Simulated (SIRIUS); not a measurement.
Set-up for a self-consistent single point of Rh (C2/m, 1 atom in the cell; from Materials Project mp-74, changed as shown).

```
Rh
1.0
    0.00000     1.90298     1.90298
    1.88396     0.00000     1.88396
    1.90298     1.90298     0.00000
Rh
1
Direct
  0.00000   0.00000   0.00000
```

All values come from this method and carry its errors: LDA (PW92), GBRV LDA ultrasoft pseudopotentials (plane waves; SIRIUS).

SIRIUS settings:

| key | value |
|---|---|
| parameters.ngridk | 10 10 10 |
| parameters.xc_functionals | [XC_LDA_X, XC_LDA_C_PW] |
| parameters.gk_cutoff | 6.325 1/bohr |
| parameters.pw_cutoff | 14.143 1/bohr |
| parameters.smearing | fermi_dirac |
| parameters.smearing_width | 0.00367493 Ha |
| potentials | GBRV LDA ultrasoft pseudopotentials |
| parameters.electronic_structure_method | pseudopotential |
| parameters.num_bands | 12 |
| parameters.num_mag_dims | 0 |
| parameters.num_dft_iter | 100 |
| parameters.energy_tol | 1e-07 Ha |
| parameters.density_tol | 1e-06 |
| mixer.type | anderson |
| mixer.beta | 0.5 |
| mixer.use_hartree | false |

Results:

```
Item                                                     Result
------------------------------------------------  -------------
Number of valence electrons                                  15
Number of bands                                              12
Number of k-points after the program's reduction            282
Number of plane waves (most at a k-point)                   403
Number of SCF iterations                                     17
FFT grid                                           25 × 25 × 25
Free energy E − TS                                -2331.4467 eV
Fermi level (on the code's own zero)                   21.30 eV
Pressure                                             -10.34 GPa
```

Stress (GPa, positive for compression):
```
 -9.92   -0.97    2.00
 -0.97  -11.17   -0.97
  2.00   -0.97   -9.92
```

For comparison: a first run was changed to give this one (lattice vector b scaled by 0.99), and from it to this one the free energy drops by 6.7 meV/atom and the pressure goes from -13.05 to -10.34 GPa.

The structure comes from a collection of computed structures, made at another level of theory; the collection holds predicted forms beside known ones. No clean gap shows at this smearing width and mesh (spacing up to 0.29 Å⁻¹); the mesh is coarse for partly filled bands, so the values carry mesh errors.

Cost on one core: roughly 23 core-seconds.
